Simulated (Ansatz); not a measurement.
SnO2:
```yaml
crystal:
  lattice:
    - [-3.20008, 3.36484, 3.36484]
    - [3.20008, -3.36484, 3.36484]
    - [3.20008, 3.36484, -3.36484]
  atoms:
    - { symbol: Sn, position: [0.99996, 0.24996, 0.75000] }
    - { symbol: Sn, position: [0.00004, 0.75004, 0.25000] }
    - { symbol: Sn, position: [0.50000, 0.50000, 0.50000] }
    - { symbol: Sn, position: [0.50000, 0.00000, 0.00000] }
    - { symbol: O, position: [0.19410, 0.19413, 0.50003] }
    - { symbol: O, position: [0.80590, 0.80587, 0.49997] }
    - { symbol: O, position: [0.19410, 0.69406, 0.99997] }
    - { symbol: O, position: [0.80590, 0.30594, 0.00003] }
    - { symbol: O, position: [0.69414, 0.75004, 0.94410] }
    - { symbol: O, position: [0.30586, 0.24996, 0.05590] }
    - { symbol: O, position: [0.30594, 0.75004, 0.55590] }
    - { symbol: O, position: [0.69406, 0.24996, 0.44410] }
```

r²SCAN in the plane-wave PAW code Ansatz gives a gap of 1.79 eV without spin–orbit coupling, maximum at Γ, minimum at Γ.

### Question
What happens when spin–orbit coupling is switched on?

### Answer
The gap goes up by 0.01 eV, to 1.80 eV; maximum at Γ, minimum at Γ.

### Question
Give the electron effective mass with spin–orbit coupling.

### Answer
0.19, 0.23, 0.23 mₑ (principal values).

### Question
Give the hole effective mass with spin–orbit coupling.

### Answer
1.3, 1.3, 1.7 mₑ (principal values).

Space group P4_2/mnm (rutile). The cell was relaxed with r²SCAN under the symmetry of its start. Point labels and valley counts follow the cell and symmetry of the run, lower than the named group.

Potentials: the earlier of the program's two PAW sets.
